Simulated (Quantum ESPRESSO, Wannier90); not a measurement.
Tight-binding from DFT: SrHI (P4/nmm)

```xyz
6
Lattice="4.2896 0.0000 0.0000 0.0000 4.2896 0.0000 0.0000 0.0000 9.0978" Properties=species:S:1:pos:R:3 pbc="T T T"
Sr     0.0000     2.1448     1.3163
Sr     2.1448     0.0000    -1.3163
H      2.1448     2.1448     0.0000
H      0.0000     0.0000     0.0000
I      0.0000     2.1448    -2.8679
I      2.1448     0.0000     2.8679
```

Structure: Materials Project mp-24205, symmetrised, not relaxed again. COD (Crystallography Open Database) has an entry of this formula and space group (matched by these alone). Level: PBEsol, spinors with spin-orbit coupling; pw.x of Quantum ESPRESSO at 58 Ry with PseudoDojo potentials, 4×4×4 k-points, Wannier90. Density: 8×8×4 mesh, cold smearing 0.01 Ry. The cell is built of weakly bound layers, chains or molecules, whose nearest atoms lie 4.53 Å apart. Database cells relaxed without dispersion often hold them too far apart, which can enlarge gaps and weakens couplings between them; spacing and stacking were not compared with the measured crystal.

Bands 17-20 form an isolated set from -11.72 to -11.33 eV relative to the valence-band maximum (on the path) and are turned into 4 Wannier functions by minimising the spread from the start: atomic waves I 5s.

**Question.** Where do the functions sit, how wide are they and what are they made of?

**Answer.** 
| functions | spread (Å²) | nearest atom, distance (Å) | second atom, distance (Å) | weight on atomic waves |
|---|---|---|---|---|
| 4 | 1.43 | I 0.06 | Sr 3.38 | I 5s 94 %, Sr 5s 4 % |

Ω_I = 5.70 Å², Ω_total = 5.70 Å²; the interpolated bands follow pw.x to 0.1 meV rms on the path. Only this start was tried; a symmetric start can stop on a saddle, and mixtures of these functions could lower the total by at most Ω_total − Ω_I.
